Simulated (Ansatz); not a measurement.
Ansatz input

```yaml
crystal:
  lattice:
    - [5.7126420582, 0.0, 0.0]
    - [-2.8563210291, 4.9472931452, 0.0]
    - [0.0, 0.0, 3.3752483518]
  atoms:
    - { symbol: Yb, position: [0.0, 1.0, 0.0] }
    - { symbol: Yb, position: [0.3333333333, 0.6666666667, 0.5] }
    - { symbol: Yb, position: [0.6666666667, 0.3333333333, 0.5] }
hamiltonian:
  xc: r2scan
  pseudopotentials:
    kind: paw
    azcp:
      Yb: "pseudopotentials/Yb.paw.azcp"
basis:
  ecutwfc: 500
  fft_grid_basis: typed
kpoints:
  mp_grid: { grid: [7, 7, 10], shift: [0, 0, 0] }
magnetization:
  spin_polarized: false
scf:
  occupations: { method: fermi_dirac, width: 0.1 }
  lower_state_search: "off"
output:
  stress: true
```

Terminal output

```
Engine: ansatz 0.2.0, x86_64-unknown-linux-gnu
Pseudopotentials: kind: paw
Pseudopotential: Yb, paw, valence charge 24, recommended cutoff 500 eV (meta_gga) 
Functional definition: r2SCAN
  parameter k0 = 0.174
  parameter k1 = 0.065
  parameter a1 = 4.9479
  exchange = r2scan_x(k0 = k0, k1 = k1, a1 = a1)
  correlation = r2scan_c
Crystal: 3 atoms, lattice volume = 95.392 Å³
Basis set: ecut = 500 eV, 2401 PW (Γ), exchange–correlation on 180×180×100 points (64 copies of the dense FFT grid, shifted against one another)
Bands: 44, of which v1, the nominal top of the filled ones, is band 36 counted from 1 (35 counted from 0)
Symmetry: 24 space group operations
Space group: P6/mmm (ITA 191), of the structure as read, at distance tolerance 4.6e-5 Å
k-points: 48 of 490
Non-local potential: Yb, projectors of the file, l = 0: 3, l = 1: 2, l = 2: 2, l = 3: 3
PAW form: soft (Blöchl's): semilocal exchange-correlation on the pseudo side does not see the compensation charge
PAW frozen core: Yb, regenerated for the run's functional (the file was generated under x = pbe(κ = 0.804, μ = 0.2195149727645171), c = pbe(β = 0.06672455060314922))
PAW one-centre angular grid: Yb, 2702 points (default); XC on 160 Gauss nodes
Initial density: superposition of atomic densities (neutral atoms: chi_scale 0, normalization atom), corrected by the library's trained network
Initial wavefunctions: pseudopotential atomic-orbital guess
Functional: x = r2scan, c = r2scan; τ floored in thin density (d = 2e-4 eV/Å³)
SCF iter   1: F=-41415.369040 eV  HF=-41417.536654 eV  |F-HF|=2.17e0  |Δ(HF+E_count)|=         —  Δρ=4.03e-2  dr2=1.31e0  dr2_τ=7.07e-3  ethr=1.77e-3  ⟨swp⟩=5.4  Hψ=7746  notcnv=0
SCF iter   2: F=-41318.102861 eV  HF=-41421.376161 eV  |F-HF|=1.03e2  |Δ(HF+E_count)|=    3.84e0  Δρ=3.03e-1  dr2=7.11e1  dr2_τ=1.09e-1  ethr=1.77e-3  ⟨swp⟩=3.7  Hψ=6079  notcnv=0  defer=4  recentre
SCF iter   3: F=-41416.182148 eV  HF=-41417.498373 eV  |F-HF|=1.32e0  |Δ(HF+E_count)|=    3.88e0  Δρ=3.02e-2  dr2=7.45e-1  dr2_τ=4.59e-3  ethr=1.77e-3  ⟨swp⟩=3.1  Hψ=5012  notcnv=0
SCF iter   4: F=-41417.109832 eV  HF=-41417.405348 eV  |F-HF|=2.96e-1  |Δ(HF+E_count)|=   9.30e-2  Δρ=1.54e-2  dr2=2.08e-1  dr2_τ=7.73e-4  ethr=1.03e-3  ⟨swp⟩=2.0  Hψ=4010  notcnv=0  defer=2
SCF iter   5: F=-41417.357851 eV  HF=-41417.392329 eV  |F-HF|=3.45e-2  |Δ(HF+E_count)|=   1.30e-2  Δρ=5.25e-3  dr2=2.92e-2  dr2_τ=1.12e-4  ethr=2.89e-4  ⟨swp⟩=1.5  Hψ=2328  notcnv=0  defer=3
SCF iter   6: F=-41416.848014 eV  HF=-41417.421763 eV  |F-HF|=5.74e-1  |Δ(HF+E_count)|=   2.94e-2  Δρ=2.21e-2  dr2=4.01e-1  dr2_τ=5.99e-4  ethr=4.06e-5  ⟨swp⟩=2.1  Hψ=4343  notcnv=0  defer=3  recentre
SCF iter   7: F=-41417.286608 eV  HF=-41417.397610 eV  |F-HF|=1.11e-1  |Δ(HF+E_count)|=   2.42e-2  Δρ=9.89e-3  dr2=9.10e-2  dr2_τ=5.57e-5  ethr=4.06e-5  ⟨swp⟩=2.1  Hψ=3793  notcnv=0  defer=1
SCF iter   8: F=-41417.352274 eV  HF=-41417.395692 eV  |F-HF|=4.34e-2  |Δ(HF+E_count)|=   1.92e-3  Δρ=6.14e-3  dr2=3.41e-2  dr2_τ=4.42e-5  ethr=4.06e-5  ⟨swp⟩=1.0  Hψ=2303  notcnv=0  defer=1
SCF iter   9: F=-41417.382583 eV  HF=-41417.394539 eV  |F-HF|=1.20e-2  |Δ(HF+E_count)|=   1.15e-3  Δρ=3.29e-3  dr2=9.21e-3  dr2_τ=1.27e-5  ethr=4.06e-5  ⟨swp⟩=1.0  Hψ=2303  notcnv=0  defer=1
SCF iter  10: F=-41417.392938 eV  HF=-41417.393952 eV  |F-HF|=1.01e-3  |Δ(HF+E_count)|=   5.86e-4  Δρ=9.22e-4  dr2=8.02e-4  dr2_τ=1.58e-6  ethr=1.28e-5  ⟨swp⟩=1.0  Hψ=2303  notcnv=0  defer=1
SCF iter  11: F=-41417.393419 eV  HF=-41417.393967 eV  |F-HF|=5.48e-4  |Δ(HF+E_count)|=   1.43e-5  Δρ=6.46e-4  dr2=4.46e-4  dr2_τ=4.27e-6  ethr=1.11e-6  ⟨swp⟩=1.9  Hψ=3608  notcnv=0  defer=1
SCF iter  12: F=-41417.393944 eV  HF=-41417.393953 eV  |F-HF|=8.94e-6  |Δ(HF+E_count)|=   1.33e-5  Δρ=1.13e-4  dr2=8.68e-6  dr2_τ=6.68e-8  ethr=6.20e-7  ⟨swp⟩=1.0  Hψ=2303  notcnv=0  defer=1
SCF iter  13: F=-41417.393951 eV  HF=-41417.393953 eV  |F-HF|=2.83e-6  |Δ(HF+E_count)|=   6.66e-8  Δρ=5.46e-5  dr2=3.12e-6  dr2_τ=2.60e-8  ethr=1.20e-8  ⟨swp⟩=2.0  Hψ=3213  notcnv=0  defer=1
SCF iter  14: F=-41417.393891 eV  HF=-41417.393955 eV  |F-HF|=6.40e-5  |Δ(HF+E_count)|=   1.45e-6  Δρ=2.05e-4  dr2=4.63e-5  dr2_τ=3.35e-8  ethr=4.33e-9  ⟨swp⟩=2.0  Hψ=3618  notcnv=0  defer=1  recentre
SCF iter  15: F=-41417.393948 eV  HF=-41417.393953 eV  |F-HF|=5.01e-6  |Δ(HF+E_count)|=   1.59e-6  Δρ=7.07e-5  dr2=4.29e-6  dr2_τ=6.76e-9  ethr=4.33e-9  ⟨swp⟩=2.0  Hψ=3154  notcnv=0  defer=1
SCF iter  16: F=-41417.393952 eV  HF=-41417.393953 eV  |F-HF|=7.11e-7  |Δ(HF+E_count)|=   7.17e-8  Δρ=2.69e-5  dr2=6.21e-7  dr2_τ=9.04e-9  ethr=4.33e-9  ⟨swp⟩=1.0  Hψ=2111  notcnv=0  defer=1
SCF iter  17: F=-41417.393953 eV  HF=-41417.393953 eV  |F-HF|=7.70e-9  |Δ(HF+E_count)|=   3.21e-9  Δρ=2.77e-6  dr2=5.17e-9  dr2_τ=5.12e-10  ethr=1.39e-10  ⟨swp⟩=4.0  Hψ=9430  notcnv=0
SCF 1 converged in 17 iterations: F = -41417.393953 eV  dr2 = 5.17e-9
SCF converged after 17 iterations
Free energy (F): -41417.393953 eV
Harris-Foulkes:  -41417.393953 eV  (|F-HF|=7.70e-9)
Internal energy: -41417.144892 eV  (E = F + TS)
E sigma→0 (E₀):  -41417.269423 eV
Entropy (-TS):   -0.249061 eV (-83.020 meV/atom)
Fermi energy:    12.149545 eV
--- Per-component energies (eV) ---
  E_band       = 72.432491
  E_kinetic    = 1073.220495
  E_local      = -18097.883613  (includes V_loc(G=0)·N_el)
  E_nonlocal   = 1620.612118
  E_hartree    = 7875.616120
  E_xc         = -484.114683
  E_vxc        = -690.407560  (∫ρ·V_xc dr)
  E_paw        = -22082.017076  (= ΣΔE_a)
  E_vpaw       = 372.885995  (= ΣTr[D̂ρ^β])
  E_aug_tail   = 0.000005  (compensation charges beyond the density's cutoff)
  E_vtau       = 42.776958  (kinetic-family band-sum trace: ∫τ·v_τ [+ j·A + Jᵃ·Aᵃ] dr)
  E_ewald      = -11325.125877
  E_core_change = 2.547619  (= ΣΔE_core)
  E_smearing   = -0.249061  (= −TS)
  E_closure    = -0.000000  (closes the sum)
  Σ components = -41417.393953   (vs F -41417.393953, Δ=0.00e0)
--- Stress (GPa, compression-positive) ---
        1.974574       0.000000       0.000000
       -0.000000       1.974574      -0.000000
        0.000000      -0.000000       1.706535
  P = ⅓ Tr σ = 1.8852 GPa (18.852 kbar)
```

Command:

```sh
ansatz run input.yaml --threads 1 --pin off --max-ram 3584MiB --backend cpu --events-out ev --progress --plain --runs-dir out
```

On 1 thread of Intel(R) Xeon(R) Platinum 8259CL CPU @ 2.50GHz (Skylake/Cascade Lake) (shared host) this took about 58 s of wall time and 58 s of CPU time.
